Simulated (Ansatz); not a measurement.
Polymorphs of GaN, each relaxed with the program Ansatz at the r²SCAN+D4 level (PAW):

A: P6_3/mmc
a = b = 3.175 Å, c = 7.523 Å, α = β = 90.00°, γ = 120.00°

```json
[
 {"atom": "Ga", "site": "2d", "symmetry": "-6m2", "x": "0.6667", "y": "0.3333", "z": "0.2500"},
 {"atom": "N", "site": "2b", "symmetry": "-6m2", "x": "0.0000", "y": "0.0000", "z": "0.2500"}
]
```

B: P6_422
a = b = 3.112 Å, c = 7.351 Å, α = β = 90.00°, γ = 120.00°

| atom | site | symmetry | x | y | z |
|---|---|---|---|---|---|
| Ga | 3d | 222 | 0.5000 | 0.0000 | 0.5000 |
| N | 3c | 222 | 0.5000 | 0.0000 | 0.0000 |

Question: Order them by energy per atom at 0 K (lowest first) at the level r²SCAN+D4.

Answer: B (+0 meV/atom), A (+96 meV/atom)

Question: Give each one's gap.

Answer: A 1.45 eV; B 1.98 eV.

Typed or built starts, not in the databases checked: B. Not the usual ambient phase: A; B. All cells were relaxed under the symmetry of their starts (and spin orders); stability against distortions was not tested throughout. Scalar-relativistic: spin–orbit coupling is off unless named, which matters more the heavier the elements.

Energies hold the estimated change up to a 700 eV cutoff; steps of a few meV lie near the error of the meshes.

Potentials: the later of the program's two PAW sets.
